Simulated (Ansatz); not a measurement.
BN: computed property card

BN:
```cif
data_B4N4
_chemical_formula_sum 'B4 N4'
_space_group_name_H-M_alt 'P63/mmc'
_space_group_IT_number 194
_space_group_name_Hall '-P 6c 2c'
_cell_length_a 2.48824
_cell_length_b 2.48824
_cell_length_c 13.64321
_cell_angle_alpha 90.000
_cell_angle_beta 90.000
_cell_angle_gamma 120.000
loop_
_atom_site_label
_atom_site_type_symbol
_atom_site_symmetry_multiplicity
_atom_site_Wyckoff_symbol
_atom_site_fract_x
_atom_site_fract_y
_atom_site_fract_z
_atom_site_occupancy
B1 B 4 f 0.33333 0.66667 0.11876 1
N1 N 4 f 0.66667 0.33333 0.11885 1
```

Space group P6_3/mmc (No. 194); conventional cell a = 2.4882 Å, b = 2.4882 Å, c = 13.6432 Å, α = 90.00°, β = 90.00°, γ = 120.00°.

Method: LDA in the plane-wave PAW code Ansatz. The cell and atoms are relaxed at this level. Other levels are named where they apply.

**Cell and energy**

```
Item                                                            Value
-----------------------------------------------------  --------------
Volume per atom                                               9.14 Å³
Density                                                    2.25 g/cm³
Formation energy from the elements (no fitted shifts)  -1459 meV/atom
```

**Electronic structure**

```
Item                                                                       Value
----------------------------------------  --------------------------------------
Band gap                                                      3.68 eV (indirect)
Valence-band maximum                      on the K–Γ line, 5 % of the way from K
Conduction-band minimum                              at M (3 equivalent valleys)
Smallest direct gap on the standard path                                 4.02 eV
Electron effective mass                    0.24, 0.83, 2.6 mₑ (principal values)
Hole effective mass                         0.60, 2.6, 5.5 mₑ (principal values)
```

**Dielectric response**

```
Quantity                                                      Value
----------------------------------------  -------------------------
Electronic dielectric constant ε∞ (DFPT)  4.74 (xx = yy), 2.56 (zz)
Born charges (a third of the trace)              B +2.03, N -2.03 e
```

**Phonons**

```
Quantity                                                                     Result
--------------------------------------------------  -------------------------------
Highest zone-centre frequency (without LO–TO term)                        171.9 meV
Zone-centre stability                               unstable, softest mode 30i cm⁻¹
Dynamical stability on the path                          unstable, down to 30i cm⁻¹
```

A made-up cell: these elements were put on the sites of a structure type. Its sites differ from those of the usual phase in this space group: another stacking or structure type. Symmetry was held in the LDA relaxation. The volume moved by 53 % from the start of the relaxation. A crystal of weakly bound layers computed without a dispersion correction: the cell and the soft elastic constants depend strongly on that. The references are the lowest solids computed at this level, not always the standard phases (solids in place of the gases).

Potentials: the later of the program's two PAW sets.
